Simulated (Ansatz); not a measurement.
SiOs:
```
SiOs
1.0
    2.93544     0.00000     0.00000
    0.00000     2.93544     0.00000
    0.00000     0.00000     2.93544
Si Os
1 1
Direct
  0.50000   0.50000   0.50000
  0.00000   0.00000   0.00000
```

Relaxed with r²SCAN.

Question: Map the valence electron density (e/Å³), cut off at 2 on the plane through (0.500, 0.500, 0.500) spanned by u = [1, 0, 0] and v = [0, 1, 1] in lattice vectors, from r²SCAN in the plane-wave PAW code Ansatz.

Answer: x is the fraction of u, y of v (the angle between them is 90°; rows are the nearest grid lines); atoms in the plane: Si at (0.00, 0.00), Os at (0.50, 0.50).
```
|00011111111111000|
|00011111111111000|
|00111111111111100|
|11121111111112111|
|11222111111122211|
|11122222222222111|
|11122345654322111|
|11124699999642111|
|11236999999963211|
|11249999999994211|
|11249999999994211|
|11249999999994211|
|11249999999994211|
|11236999999963211|
|11124699999642111|
|11122345654322111|
|11122222222222111|
|11222111111122211|
|11121111111112111|
|00111111111111100|
|00011111111111000|
|00011111111111000|
```
Scale: ten equal steps from 0.038 (start of '0') to 2.00 (end of '9'), in the order '0123456789'; x runs from 0.000 to 1.00, y from 0.000 (bottom) to 1.00 (top).

The density is the valence pseudo-density with augmentation charge, so density and ELF within about 1 Å of a nucleus are not all-electron values.

Space group Pm-3m (CsCl type). The first step of the workflow began from a Materials Project structure, measured or hypothetical; the Crystallography Open Database copy checked does not list it. COD files the formula under space group No. 198. Its standing as an ambient phase is unchecked. The cell was relaxed with r²SCAN under the symmetry of its start; whether a distortion lowers the energy is not shown. The run is not spin-polarised. Scalar-relativistic: spin–orbit coupling is off unless named, which matters more the heavier the elements.

Potentials: the later of the program's two PAW sets.
